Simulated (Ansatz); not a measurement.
The start is a relaxed CsAu cell with every coordinate shifted by Gaussian noise of σ = 0.1 Å. Cell shape, volume and atoms are optimised at zero target pressure with r2SCAN (plane waves to 500 eV, PAW, scalar-relativistic; Ansatz, an electronic-structure program). The first steps use a coarse 8×8×8 k-mesh.

The start:
```
CELL_PARAMETERS angstrom
      4.27453     0.00000     0.00000
      0.00000     4.27453     0.00000
      0.00000     0.00000     4.27453
ATOMIC_POSITIONS crystal
  Cs 0.00018 0.97702 0.96876
  Au 0.53140 0.48577 0.50505
```

- Largest initial force = 0.21 eV/Å, on Cs1, Au2 (atoms numbered as listed)
- Energy released = 0.011 eV/atom
- Relative to the parent = It relaxes back to the parent, Pm-3m (No. 221)
- Band gap at the end = 1.32 eV, indirect (valence top at R, conduction bottom at X) (no spin-orbit coupling)
- Optimiser moves = 3

Final values are on a 11×11×11 k-mesh of the relaxed cell. No spin polarisation in the result. Spin-orbit coupling is missing; with elements this heavy it can move band edges by tenths of an eV or more.
